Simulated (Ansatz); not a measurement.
Ti₂O, first-principles data

Ti$_{2}$O:
```xyz
3
Lattice="2.9302 0.0000 0.0000 -1.4651 2.5376 0.0000 0.0000 0.0000 4.6650" Properties=species:S:1:pos:R:3 pbc="T T T"
Ti     0.0000     1.6917     3.4477
Ti     1.4651     0.8459     1.2174
O      0.0000     0.0000     0.0000
```

Space group P-3m1 (No. 164), anti-CdI2 type; conventional cell a = b = 2.930 Å, c = 4.665 Å, α = β = 90.00°, γ = 120.00°.

Method: LDA (plane waves, PAW; program Ansatz). The cell and atoms are relaxed at this level. Other levels are named where they apply.

Cell and energy:

```json
{
 "volume_per_atom": "11.56 Å³",
 "density": "5.35 g/cm³",
 "Formation energy from the elements (no fitted shifts)": "-1.99 eV/atom"
}
```

Electronic structure:

```json
{
 "electronic_character": "metallic (no gap)",
 "Density of states at the Fermi level": "0.35 states/eV per atom (mean over ±0.08 eV)"
}
```

Mechanics:

```json
{
  "Bulk modulus (Birch–Murnaghan fit)": "209 GPa",
  "Pressure derivative B′": "4.4",
  "Elastic constants (relaxed ions, GPa)": "C11 = 374, C12 = 98.4, C13 = 142, C14 = 50.2, C33 = 388, C44 = 107",
  "mechanical_stability": "stable (all eigenvalues of C positive)",
  "hill_bulk_and_shear_moduli": "211 and 111 GPa",
  "Young's modulus": "284 GPa",
  "Poisson's ratio": "0.28",
  "debye_temperature_from_the_elastic_constants": "669 K"
}
```

Phonons:

```json
{
  "highest_zone_centre_frequency": "65.1 meV",
  "zone_centre_stability": "no imaginary mode at Γ"
}
```

The first step of the workflow began from a Materials Project structure, measured or hypothetical; the Crystallography Open Database files this formula in space group No. 164, but the cells were not matched. Its standing as an ambient phase is unchecked. The LDA relaxation kept the symmetry of its start. The run is not spin-polarised. Without spin polarisation and U, an open-shell compound can come out a false metal. As this level gives no gap, shear constants depend on the k-mesh and smearing (Fermi–Dirac, 0.1 eV here). As this level gives no gap, phonon frequencies hold no LO–TO term and depend on the k-mesh and smearing (Fermi–Dirac, 0.1 eV here). The references are the lowest solids computed at this level, not always the standard phases (solids in place of the gases).

Potentials: the later of the program's two PAW sets.
